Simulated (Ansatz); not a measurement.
ZrPbO3 (cubic perovskite, space group No. 221), plane-wave PAW PBEsol (Ansatz code), all energies at zero smearing, with the estimated change up to a 700 eV cutoff added, with one set of potentials and settings (totals compare only within such a set). Cell of 5 atoms (1 Zr, 1 Pb, 3 O): -17570.834 eV.

```tsv
element	reference phase	E (eV/atom)
Zr	P6/mmm, 3 atoms in the cell	-4128.6456
Pb	Fm-3m, 1 atoms in the cell	-11754.9486
O	C2/m, 4 atoms in the cell, spin-polarised	-558.3554
```

Formation energy per atom, worked out: (-17570.834 − 1×(-4128.6456) − 1×(-11754.9486) − 3×(-558.3554))/5 = -2.435 eV/atom (-235 kJ per mol of atoms), at 0 K, without zero-point energy or fitted corrections.

Space group Pm-3m (cubic perovskite). The workflow started from a Materials Project entry (that database holds measured and hypothetical structures alike); the Crystallography Open Database copy checked does not list it. COD files the formula under space group No. 38, 55, so this cell is another polymorph or a model. Whether it is the stable phase at ambient conditions was not checked. Symmetry was held in the PBEsol relaxation. At this level the phase is dynamically unstable (imaginary phonons). The run is not spin-polarised. The references are the lowest solids computed at this level, not always the standard phases (solids in place of the gases). Scalar-relativistic: spin–orbit coupling is off unless named, which matters more the heavier the elements.

Potentials: the later of the program's two PAW sets.
